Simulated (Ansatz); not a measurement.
## Ba5LiNb4O15: a ladder of calculations

Cell of run 1: a structure deposited in the COD, taken as it stands.

```yaml
crystal:
  lattice:
    - [2.90060, 1.67466, 11.89167]
    - [-2.90060, 1.67466, 11.89167]
    - [0.00000, -3.34932, 11.89167]
  atoms:
    - { symbol: Ba, position: [0.69897, 0.69897, 0.69897] }
    - { symbol: Ba, position: [0.30103, 0.30103, 0.30103] }
    - { symbol: Ba, position: [0.09790, 0.09790, 0.09790] }
    - { symbol: Ba, position: [0.90210, 0.90210, 0.90210] }
    - { symbol: Ba, position: [0.50000, 0.50000, 0.50000] }
    - { symbol: Li, position: [0.00000, 0.00000, 0.00000] }
    - { symbol: Nb, position: [0.39793, 0.39793, 0.39793] }
    - { symbol: Nb, position: [0.60207, 0.60207, 0.60207] }
    - { symbol: Nb, position: [0.80007, 0.80007, 0.80007] }
    - { symbol: Nb, position: [0.19993, 0.19993, 0.19993] }
    - { symbol: O, position: [0.20910, 0.20910, 0.69310] }
    - { symbol: O, position: [0.69310, 0.20910, 0.20910] }
    - { symbol: O, position: [0.20910, 0.69310, 0.20910] }
    - { symbol: O, position: [0.30690, 0.79090, 0.79090] }
    - { symbol: O, position: [0.79090, 0.79090, 0.30690] }
    - { symbol: O, position: [0.79090, 0.30690, 0.79090] }
    - { symbol: O, position: [0.60235, 0.10160, 0.60235] }
    - { symbol: O, position: [0.60235, 0.60235, 0.10160] }
    - { symbol: O, position: [0.10160, 0.60235, 0.60235] }
    - { symbol: O, position: [0.39765, 0.89840, 0.39765] }
    - { symbol: O, position: [0.89840, 0.39765, 0.39765] }
    - { symbol: O, position: [0.39765, 0.39765, 0.89840] }
    - { symbol: O, position: [0.00000, 0.00000, 0.50000] }
    - { symbol: O, position: [0.50000, 0.00000, 0.00000] }
    - { symbol: O, position: [0.00000, 0.50000, 0.00000] }
```

Sites (sets of like atoms) are named by element and the number of their first atom in this list.

Relaxed positions (PBE, cell held):

```
CELL_PARAMETERS angstrom
2.90060 1.67466 11.89167
-2.90060 1.67466 11.89167
0.00000 -3.34932 11.89167
ATOMIC_POSITIONS crystal
Ba 0.69774 0.69774 0.69774
Ba 0.30226 0.30226 0.30226
Ba 0.09640 0.09640 0.09640
Ba 0.90360 0.90360 0.90360
Ba 0.50000 0.50000 0.50000
Li 0.00000 0.00000 0.00000
Nb 0.39768 0.39768 0.39768
Nb 0.60232 0.60232 0.60232
Nb 0.80020 0.80020 0.80020
Nb 0.19980 0.19980 0.19980
O 0.20940 0.20940 0.69077
O 0.69077 0.20940 0.20940
O 0.20940 0.69077 0.20940
O 0.30923 0.79060 0.79060
O 0.79060 0.79060 0.30923
O 0.79060 0.30923 0.79060
O 0.60362 0.09919 0.60362
O 0.60362 0.60362 0.09919
O 0.09919 0.60362 0.60362
O 0.39638 0.90081 0.39638
O 0.90081 0.39638 0.39638
O 0.39638 0.39638 0.90081
O 0.00000 0.00000 0.50000
O 0.50000 0.00000 0.00000
O 0.00000 0.50000 0.00000
```

All runs are DFT with Ansatz 0.2.0 (plane waves and PAW, scalar-relativistic unless spin–orbit coupling is named, Γ-centred meshes, Fermi–Dirac smearing where given) in this cell.

Run 1: PBE, atoms as given; 420 eV, 7×7×7 k-points, smearing 0.05 eV.
Run 2: PBE, atoms relaxed; 420 eV, 7×7×7 k-points, smearing 0.05 eV.
Run 3: r2SCAN, at the relaxed atoms; 500 eV, 7×7×7 k-points, smearing 0.05 eV.

Q: What does each run give, and what moves the gradients most?

A: 

```
run  Ba1 V_zz (η)  Ba3 V_zz (η)  Ba5 V_zz (η)  Nb7 V_zz (η)
  1   4.16 (0.00)  -2.16 (0.00)  -3.18 (0.00)   1.76 (0.00)
  2   2.96 (0.00)  -1.56 (0.00)  -2.58 (0.00)   1.11 (0.00)
  3   3.19 (0.00)  -1.62 (0.00)  -2.69 (0.00)   0.98 (0.00)
```

V_zz in 10²¹ V/m²; 4 of the 9 sets of like atoms are followed. Against run 1, the gradient tensors on these sites move by at most 1.20 in run 2 (Ba1), 0.97 in run 3 (Ba1). Taken one at a time, the positions of the atoms (as given or relaxed) move the tensors on these sites by up to 1.20 (largest principal value of the change, on Ba1), the functional (r2SCAN with its higher cutoff) by 0.22 (Ba1).

Without spin–orbit coupling (the program notes it for Ba and Nb) the gradients can shift somewhat, as the gap is small. Semilocal functionals can leave a metal where correlation in the d or f shell opens a gap in the real compound, and that would change the values at and beside Nb. In runs 1, 2, 3 there is no gap above 0.1 eV, so the gradients can move by 10 % or more with the k-mesh. In runs 1, 3 the atoms aren't at the calculated equilibrium (largest force 0.60, 0.29 eV/Å).
